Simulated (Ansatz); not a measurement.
IrO$_{2}$:
```yaml
crystal:
  lattice:
    - [2.97858, 0.00000, 0.00000]
    - [-1.48929, 2.57953, 0.00000]
    - [0.00000, 0.00000, 10.16061]
  atoms:
    - { symbol: Ir, position: [0.33333, 0.66667, 0.25000] }
    - { symbol: Ir, position: [0.66667, 0.33333, 0.75000] }
    - { symbol: O, position: [0.33333, 0.66667, 0.63177] }
    - { symbol: O, position: [0.66667, 0.33333, 0.13177] }
    - { symbol: O, position: [0.66667, 0.33333, 0.36823] }
    - { symbol: O, position: [0.33333, 0.66667, 0.86823] }
```

Relaxed with PBE. Special points in fractions of this cell's reciprocal vectors: Γ (0.000, 0.000, 0.000); M (0.500, 0.000, 0.000); K (0.333, 0.333, 0.000); A (0.000, 0.000, 0.500); L (0.500, 0.000, 0.500); H (0.333, 0.333, 0.500).

Problem. List the band energies nearest the Fermi level at these points for DFT-PBE in the program Ansatz with PAW potentials.

Solution. In eV from the Fermi level; about four levels below and three above (degenerate sets whole), none deeper than 8.9 eV; points with the same levels are listed once.

```
k                    below                above
-  -----------------------  -------------------
Γ  -0.03 -0.03 -0.03 -0.03  0.12 0.12 0.18 0.18
M  -0.76 -0.75 -0.62 -0.59       0.56 0.91 1.69
K  -3.37 -3.33 -2.00 -2.00  0.58 0.58 0.80 0.80
A  -0.03 -0.03 -0.03 -0.03  0.15 0.15 0.15 0.15
L  -0.76 -0.76 -0.60 -0.60  0.73 0.73 1.73 1.73
H  -3.35 -3.35 -2.00 -2.00  0.58 0.58 0.80 0.80
```

Space group P6_3/mmc. A made-up cell: these elements were put on the sites of a structure type; neither database checked (COD, Materials Project) lists it. It is not the phase usual at ambient conditions (space group No. 136). The cell was relaxed with PBE under the symmetry of its start; its stability against distortions is not shown here. The run is not spin-polarised. A crystal of weakly bound layers computed without a dispersion correction: the cell and the soft elastic constants depend strongly on that. Spin–orbit coupling is left out wherever it is not named.

Potentials: the later of the program's two PAW sets.
